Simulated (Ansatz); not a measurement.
With the program Ansatz at the r²SCAN level (PAW), SiO2 in the trigonal phase (P3_121; Si on 3a, O on 6c) relaxes to a = 4.921 Å, c = 5.417 Å. Si has 4 nearest neighbours from 1.61 Å (tetrahedral); O has 2 nearest neighbours from 1.61 Å (bent). Its formation energy from the elements is -289 kJ/mol of atoms, with no fitted shifts.

The Kohn–Sham gap is 6.60 eV (indirect). The valence maximum lies at K and the conduction minimum at Γ.

The r²SCAN relaxation kept the symmetry of its start. The references are the lowest solids computed at this level, not always the standard phases (solids in place of the gases).

Potentials: the earlier of the program's two PAW sets.
